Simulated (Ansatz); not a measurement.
Put In2PtSe2 in Immm (No. 71): In on 4i; Pt on 2d; Se on 4h.

Level of theory: DFT PBE, scalar-relativistic, plane waves, PAW (Ansatz 0.2.0). Cutoff 420 eV, Γ-centred mesh, Gaussian smearing, no spin polarisation.

Energies over the elements count from the elements' standard structures at the same level, with no fitted energy shifts.

Q: Give the relaxed lattice parameters and positions.

A:

Space group Immm (No. 71). a = 3.721 Å, b = 7.897 Å, c = 8.871 Å, α = 90.00°, β = 90.00°, γ = 90.00°
```csv
atom,site,symmetry,x,y,z
In,4i,mm2,0.5000,0.5000,0.7050
Pt,2d,mmm,0.0000,0.5000,0.0000
Se,4h,m2m,0.5000,0.7150,0.0000
```

Around In lie 2 Se at 3.12 Å, 2 Pt at 3.21 Å, 4 Se at 3.44 Å and 3 In at 3.64–3.72 Å; Pt has 4 Se at 2.52 Å and 4 In at 3.21 Å; Se has 2 Pt at 2.52 Å, 2 In at 3.12 Å, 1 Se at 3.40 Å and 4 In at 3.44 Å. Another local minimum with the same sites may exist.

Q: And its energy and gap?

A: The energy over the elements is −0.27 eV/atom and the gap on the 12×12×12 mesh of the 5-atom cell is 0 eV (a metal). It lies below the elements, which doesn't yet make it stable against other compounds or structures.

The last run used Gaussian smearing of 0.10 eV. These runs have no spin–orbit coupling, which can matter for Pt. The reference form of Se is held partly by dispersion forces, which this level lacks. A structure relaxed within its symmetry needn't be a true minimum.
